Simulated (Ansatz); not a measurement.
# Na (Im-3m): electronic heat capacity and spin susceptibility from the density of states

Computed with DFT PBE, scalar-relativistic, plane waves, PAW in Ansatz 0.2.0.

Plane waves to 420 eV, a k mesh through Γ of 14×14×14 on the computed 1-atom cell and Gaussian smearing (0.10 eV); no spin polarisation.

Relaxed cell: Im-3m, a = 4.190 Å, b = 4.190 Å, c = 4.190 Å, α = 90.00°, β = 90.00°, γ = 90.00°, 1 atom in the primitive cell.

The density of states at the Fermi level is 0.472 states/eV in the cell of 1 atom (1 formula unit; both spins, tetrahedra on a 21×21×21 mesh).

Problem. What Sommerfeld coefficient and Pauli susceptibility does this give?

Solution. Per formula unit N(E_F) = 0.472 states/eV. γ = (π²/3) k_B² N(E_F) N_A = 2.357 mJ/(mol K²) per state/eV, so γ = 1.1 mJ/(mol K²), a mole of formula units. χ_P = μ_B² N(E_F) N_A = 3.23×10⁻⁵ emu/mol per state/eV gives 1.5×10⁻⁵ emu/mol. This is the bare band result: a measured γ of the same phase is as a rule larger by a factor 1 + λ from phonons and spin fluctuations, the spin part of χ is larger by the Stoner factor, and a measured χ also holds orbital and core terms. N(E_F) at one energy is sensitive to the mesh where the density of states has sharp peaks.

Cost: 1 run of about 0.15 core-minutes, on Arm Neoverse V1 (shared hosts).